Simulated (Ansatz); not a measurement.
**A plane-wave run on Y2GeO2**

The input, for Ansatz 0.2.0 (plane waves, PAW):

```yaml
crystal:
  lattice:
    - [0.0, 3.704881, 0.0]
    - [3.704881, 0.0, 0.0]
    - [1.85244, 1.85244, -5.85936]
  atoms:
    - { symbol: O, position: [0.25, 0.75, 0.5] }
    - { symbol: O, position: [0.75, 0.25, 0.5] }
    - { symbol: Ge, position: [0.0, 0.0, 0.0] }
    - { symbol: "Y", position: [0.33933, 0.33933, 0.32134] }
    - { symbol: "Y", position: [0.66067, 0.66067, 0.67866] }
  symmetry: { tolerance: 0.0003 }
kpoints:
  mp_grid: { grid: [10, 10, 10], shift: [0, 0, 0] }
  band_path:
    path:
      - [0.0, 0.0, 0.0]
      - [0.5, 0.5, 0.5]
      - [0.5, 0.5, 0.25]
      - [0.0, 0.5, 0.0]
      - [0.0, 0.0, 0.0]
      - [0.0, 0.0, -0.5]
      - [0.0, 0.45002438, -0.27498781]
      - [0.0, 0.54997562, 0.27498781]
      - [0.0, 0.0, 0.0]
      - [0.5, 0.5, 0.5]
      - [0.45002438, 0.54997562, 0.5]
    npoints: 6
magnetization:
  spin_polarized: false
scf:
  occupations: { method: fermi_dirac }
  lower_state_search: "off"
  max_iter: 200
hamiltonian:
  pseudopotentials: { kind: paw }
  xc: pbe
basis:
  ecutwfc: 420
  fft_grid_basis: typed
output:
  forces: true
  stress: true
  eigenvalues: true
  bader: true
  populations: true
  elf: true
  write_potential: true
  volumetric_format: npy
  dos:
    e_range: [-12, 8]
    de: 0.05
    projected: { site_lists: { Ge: [Ge], O: [O], "Y": ["Y"] } }
checkpoint:
  read: saved_state
```

The saved state is an earlier solution for the same cell, perhaps on another mesh. 

Parts of the output:

```
Pseudopotentials: kind: paw
Pseudopotential: O, paw, valence charge 6, recommended cutoff 420 eV (normal), O.paw.azcp
Pseudopotential: Ge, paw, valence charge 14, recommended cutoff 420 eV (normal), Ge.paw.azcp
Pseudopotential: Y, paw, valence charge 11, recommended cutoff 420 eV (normal), Y.paw.azcp
Functional definition: PBE
  exchange = pbe_x(kappa = kappa, mu = beta*pi^2/3)
  correlation = pbe_c(beta = beta)
Crystal: 5 atoms, lattice volume = 80.426 Å³
Basis set: ecut = 420 eV, 1583 PW (Γ), exchange–correlation on 50×50×90 points (8 copies of the dense FFT grid, shifted against one another)
Bands: 29, of which v1, the nominal top of the filled ones, is band 24 counted from 1 (23 counted from 0)
Symmetry: 16 space group operations
Space group: I4/mmm (ITA 139), of the structure as read, at distance tolerance 1.3e-3 Å
k-points: 102 of 1000
Initial density: read from a saved state, or passed on in memory by an earlier SCF of this step, an earlier step, the calling program or the single point that the run made first
Functional: x = pbe(κ = 0.804, μ = 0.2195), c = pbe(β = 0.0667)
SCF iter   1: F=—  Δρ=1.33e-3  dr2=3.28e-3
SCF iter   2: F=—  Δρ=8.17e-4  dr2=1.46e-3
SCF iter   3: F=—  Δρ=4.98e-4  dr2=3.49e-4
SCF iter   4: F=—  Δρ=1.74e-4  dr2=4.35e-5
SCF iter   5: F=—  Δρ=3.41e-5  dr2=1.35e-6
SCF iter   6: F=—  Δρ=1.44e-5  dr2=2.94e-7
SCF iter   7: F=—  Δρ=8.94e-6  dr2=8.19e-8
SCF iter   8: F=-13133.7923 eV  Δρ=2.39e-6  dr2=4.25e-9
Free energy (F): -13133.7923 eV
Harris-Foulkes:  -13133.7923 eV  (|F-HF|=2.15e-9)
Internal energy: -13133.6928 eV  (E = F + TS)
E sigma→0 (E₀):  -13133.7426 eV
Entropy (-TS):   -0.0995 eV (-19.906 meV/atom)
Fermi energy:    11.4588 eV
--- Forces (eV/Å), atoms counted from 1 ---
  atom   1  O      0.0000     0.0000     0.0000
  atom   2  O      0.0000     0.0000     0.0000
  atom   3  Ge     0.0000     0.0000     0.0000
  atom   4  Y      0.0000     0.0000     1.7661
  atom   5  Y      0.0000     0.0000    -1.7661
--- Stress (GPa, compression-positive) ---
       18.8234       0.0000       0.0000
        0.0000      18.8234       0.0000
        0.0000       0.0000      20.7953
  P = ⅓ Tr σ = 19.4807 GPa (194.807 kbar)
```

Origin: a known structure type with other elements, at an estimated volume, so it need not be a known compound. Caveats: many states at the Fermi level without spin polarisation, so a magnetic state may lie lower; atoms or cell far from equilibrium.
